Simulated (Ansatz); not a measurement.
Trial structure of ZnSe5, not yet relaxed:

Space group P-62m (No. 189). a = 6.660 Å, b = 6.660 Å, c = 5.413 Å, α = 90.00°, β = 90.00°, γ = 120.00°
| atom | site | symmetry | x | y | z |
| --- | --- | --- | --- | --- | --- |
| Zn | 1b | -62m | 0.0000 | 0.0000 | 0.5000 |
| Se | 3f | m2m | 0.5031 | 0.0000 | 0.0000 |
| Se | 2d | -6.. | 0.6667 | 0.3333 | 0.5000 |

All numbers below come from DFT PBE, scalar-relativistic, plane waves, PAW (Ansatz). Cutoff 420 eV; k points 3×3×4 on the computed 6-atom cell (Γ-centred); Gaussian smearing, width 0.10 eV; no spin polarisation.

The zero of energy is the elements' standard structures at the same level; no fitted shifts are applied.

Question: Estimate its pressure, forces and energy as it stands.

Answer: The pressure is -8.1 GPa (the mean over three directions, positive in compression), the largest force is 0.01 eV/Å, and the energy is +1.01 eV/atom against the elements. The shortest distance is 3.32 Å.

Question: How much does it gain on relaxing, and where does it end?

Answer: Relaxing gains about 0.77 eV/atom (the start's value is from the coarse mesh, so the gain is rough) in 23 ionic steps and ends at +0.24 eV/atom on the finer mesh. The symmetry stays P-62m (No. 189). The volume per atom shrinks by 37.5 %, from 34.7 to 21.7 Å³. The shortest distance goes from 3.32 Å (Se–Se) to 2.74 Å (Zn–Se). The ratio c/a of the conventional cell changes by a factor of 0.70. Conventional cell: a = 6.400 Å, c = 3.665 Å. Around Zn lie 6 Se at 2.74 Å; around Se on a site of symmetry m2m lie 2 Zn at 2.74 Å and 4 Se at 2.85 Å; Se on a site of symmetry -6 has 6 Se at 2.85 Å.

The last run used a 6×6×10 mesh (in the run's order of axes) for its 6-atom cell and Gaussian smearing of 0.10 eV. The reference form of Se is held partly by dispersion forces, which this level lacks. The relaxation can't lower the symmetry of the start. Symmetry constrained the relaxation, so the result can be a saddle point.
